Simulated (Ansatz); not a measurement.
# Property card for ZrIr

ZrIr:
```
CELL_PARAMETERS angstrom
      3.07900     0.00000     0.00000
      0.00000     3.07900     0.00000
      0.00000     0.00000     3.64354
ATOMIC_POSITIONS crystal
  Zr 0.50000 0.50000 0.50000
  Ir 0.00000 0.00000 0.00000
```

Space group P4/mmm (No. 123), L1₀ or tetragonal B2; conventional cell a = b = 3.079 Å, c = 3.644 Å, α = β = γ = 90.00°.

Method: plane-wave PAW PBEsol (Ansatz code). The cell and atoms are relaxed at this level. Other levels are named where they apply.

Cell and energy:

* **Volume per atom**: 17.27 Å³
* **Density**: 13.63 g/cm³
* **Formation energy from the elements (no fitted shifts)**: -0.77 eV/atom

Electronic structure:

- Electronic character = metallic (no gap)
- Density of states at the Fermi level = 0.97 states/eV per atom (mean over ±0.08 eV)
- Gap with spin–orbit coupling = none (metallic)

Mechanics:

- Bulk modulus (Birch–Murnaghan fit): 208 GPa
- Pressure derivative B′: 4.5
- Elastic constants (relaxed ions, GPa): C11 = 267, C12 = 160, C13 = 181, C33 = 319, C44 = 56.6, C66 = 50.7
- Mechanical stability: stable (all eigenvalues of C positive)
- Hill bulk and shear moduli: 209 and 54.6 GPa
- Young's modulus: 151 GPa
- Poisson's ratio: 0.38
- Debye temperature from the elastic constants: 260 K

Phonons:

* **Highest zone-centre frequency**: 161 cm⁻¹
* **Zone-centre stability**: no imaginary mode at Γ

The workflow started from a Materials Project entry (that database holds measured and hypothetical structures alike); the Crystallography Open Database copy checked does not list it. COD files the formula under space group No. 221, so this cell is another polymorph or a model. With Zr and Ir taken as one species the cell has the higher symmetry I4/mmm, so it may be an ordered model of a mixed-site phase. Its standing as an ambient phase is unchecked. The PBEsol relaxation kept the symmetry of its start. No spin polarisation was allowed. As this level gives no gap, shear constants depend on the k-mesh and smearing (Fermi–Dirac, 0.1 eV here). As this level gives no gap, phonon frequencies hold no LO–TO term and depend on the k-mesh and smearing (Fermi–Dirac, 0.1 eV here). Axis ratios of metals converge slowly with the k-mesh, so a and c are less sure than the volume. On the denser mesh and wider smearing of the elastic run this cell carries a stress of 0.4 GPa. The references are the lowest solids computed at this level, not always the standard phases. Spin–orbit coupling is left out wherever it is not named.

Potentials: the later of the program's two PAW sets.
